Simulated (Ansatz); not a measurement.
The relaxed structure here is a generated cell of Sr4As2O: the first start was made by placing the elements on the sites of a structure type, and the end was not matched to a known phase here, so it may be hypothetical.

A relaxed cell of Sr4As2O (I-4 (No. 82)), relaxed on a k-mesh at least as fine as the one used below. Level of theory: r2SCAN (plane waves to 500 eV, PAW, scalar-relativistic; Ansatz, an electronic-structure program). Γ-centred k-mesh 4×4×6 on the run's cell (coarser than for final values), Fermi–Dirac smearing 0.05 eV.

```yaml
crystal:
  lattice:
    - [-3.04309, 3.04309, 7.47540]
    - [3.04309, -3.04309, 7.47540]
    - [3.04309, 3.04309, -7.47540]
  atoms:
    - { symbol: As, position: [0.50000, 0.50000, 0.00000] }
    - { symbol: As, position: [0.25000, 0.75000, 0.50000] }
    - { symbol: O, position: [0.00000, 0.00000, 0.00000] }
    - { symbol: Sr, position: [0.30470, 0.88052, 0.97636] }
    - { symbol: Sr, position: [0.90416, 0.32834, 0.02364] }
    - { symbol: Sr, position: [0.11948, 0.09584, 0.42418] }
    - { symbol: Sr, position: [0.67166, 0.69530, 0.57582] }
```

The atoms are displaced by (Å):

| atom | ux | uy | uz |
|---|---|---|---|
| As1 | 0.161 | 0.081 | 0.074 |
| As2 | 0.015 | 0.031 | 0.147 |
| O3 | -0.077 | -0.027 | 0.056 |
| Sr4 | -0.178 | 0.045 | -0.151 |
| Sr5 | -0.007 | -0.120 | -0.024 |
| Sr6 | -0.081 | 0.039 | 0.018 |
| Sr7 | -0.036 | 0.039 | 0.023 |

Task: What forces (eV/Å) and pressure result?

Result: 
```csv
atom,Fx,Fy,Fz
As1,-1.27,0.51,-0.99
As2,-0.17,0.06,-1.01
O3,0.46,0.16,-0.23
Sr4,0.86,-1.57,1.52
Sr5,-0.37,0.65,0.51
Sr6,0.49,-0.08,0.59
Sr7,-0.01,0.28,-0.39
```

Pressure +1.0 GPa.

Task: Estimate the energy cost of the displacement in the harmonic approximation and compare with the calculation.

Result: For a harmonic well ΔE = −½ Σ F·u = 0.504 eV a cell, or 72 meV/atom. The calculated energy relative to the undisplaced cell is +0.07 eV/atom, so the harmonic estimate holds well.

The undisplaced cell is probably no minimum: from this displacement the run went on to P-4 (No. 81), 0.344 eV/atom below it.

No spin polarisation in the result.
